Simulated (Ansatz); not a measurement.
Sb₂Se₃: a ladder of calculations

Cell of run 1: an entry of the Crystallography Open Database (COD), atoms as given.

Space group Pnma (No. 62); a = 11.6800, b = 3.9800, c = 11.5800 Å.

```
site  Wyckoff  site symmetry       x       y       z
 Sb1       4c            .m.  0.0305  0.2500  0.3280
 Sb5       4c            .m.  0.3522  0.2500  0.5397
 Se9       4c            .m.  0.2132  0.2500  0.1935
Se13       4c            .m.  0.8698  0.2500  0.5566
Se17       4c            .m.  0.0534  0.2500  0.8732
```

One atom of each set is listed.

Relaxed positions (PBE, cell held):

Sb1 (0.0241, 0.2500, 0.3281)
Sb5 (0.3504, 0.2500, 0.5389)
Se9 (0.2158, 0.2500, 0.1957)
Se13 (0.8714, 0.2500, 0.5534)
Se17 (0.0563, 0.2500, 0.8690)

All runs are DFT with Ansatz 0.2.0 (plane waves and PAW, scalar-relativistic unless spin–orbit coupling is named, Γ-centred meshes, Fermi–Dirac smearing where given) in this cell.

Run 1: PBE, atoms as given; 420 eV, 3×7×3 k-points, smearing 0.02 eV.
Run 2: PBE, atoms relaxed; 420 eV, 3×7×3 k-points, smearing 0.02 eV.
Run 3: r2SCAN, at the relaxed atoms; 500 eV, 3×7×3 k-points, smearing 0.02 eV.

```tsv
run	Sb1 V_zz (η)	Sb5 V_zz (η)	Se9 V_zz (η)	Se13 V_zz (η)
1	-13.34 (0.36)	-18.51 (0.00)	9.06 (0.75)	-28.6 (0.28)
2	-10.06 (0.49)	-13.73 (0.00)	7.15 (0.64)	-26.0 (0.14)
3	?	?	?	?
```

V_zz in 10²¹ V/m²; 4 of the 5 sets of like atoms are followed.

Question: Estimate the row of run 3.

Answer: Sb1: -11.20 (0.49); Sb5: -15.31 (0.02); Se9: 7.41 (0.75); Se13: -27.4 (0.16). It lies nearest to run 2, from whose tensors on these sites it differs by 1.58 at most (largest principal value of the difference, on Sb5). Taken one at a time, the positions of the atoms (as given or relaxed) move the tensors on these sites by up to 5.06 (largest principal value of the change, on Sb5), the functional (r2SCAN with its higher cutoff) by 1.58 (Sb5).

Without spin–orbit coupling (the program notes it for Sb) the gradients can shift somewhat, as the gap is small. With these PAW files V_zz is typically within 2 to 3 % of all-electron values, but misses above 10 % occur on Sb. In runs 1, 3 the atoms aren't at the calculated equilibrium (largest force 0.59, 0.31 eV/Å).
